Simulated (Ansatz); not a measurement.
A geometry of Ti₃Al away from equilibrium: step 11 of the relaxation of a generated cell, Ti3Al built in the AFLOW prototype AB3_hR8_148_c_f (D0_5, as in BiI3). Calculation: PBE (plane waves to 420 eV, PAW, scalar-relativistic; Ansatz, a quantum-chemistry and plane-wave program). Γ-centred k-mesh 7×7×7 on the run's cell (coarser than for final values), Fermi–Dirac smearing 0.05 eV.

```xyz
8
Lattice="2.5582 1.4770 6.4744 -2.5582 1.4770 6.4744 0.0000 -2.9540 6.4744" Properties=species:S:1:pos:R:3:forces:R:3 pbc="T T T" free_energy=-16072.535 pressure_GPa=2.1
Al     0.0000     0.0000     6.4716    0.0000    0.0000    0.0006
Al     0.0000     0.0000    12.9515    0.0000    0.0000   -0.0006
Ti    -1.7053     0.0107     8.6338    0.0015   -0.0030    0.0005
Ti     0.8434    -1.4822     8.6338    0.0019    0.0028    0.0005
Ti     0.8619     1.4715     8.6338   -0.0034    0.0002    0.0005
Ti     1.7053    -0.0107    10.7893   -0.0015    0.0030   -0.0005
Ti    -0.8434     1.4822    10.7893   -0.0019   -0.0028   -0.0005
Ti    -0.8619    -1.4715    10.7893    0.0034   -0.0002   -0.0005
```

Positions in Å, forces in eV/Å, free energy of the cell in eV (comparable only within this code, potentials and settings). Largest force: all forces are below 0.005 eV/Å; the geometry lies 0.01 eV/atom above the end of its relaxation.

No spin polarisation in the result.

The run could not lose the symmetry of its start: the end is stationary, and may be a saddle point rather than a minimum.

The end of the path is a generated cell of Ti3Al: the first start was made by placing the elements on the sites of a structure type, and the end was not matched to a known phase here, so it may be hypothetical. Known forms of Ti3Al include space group No. 194.
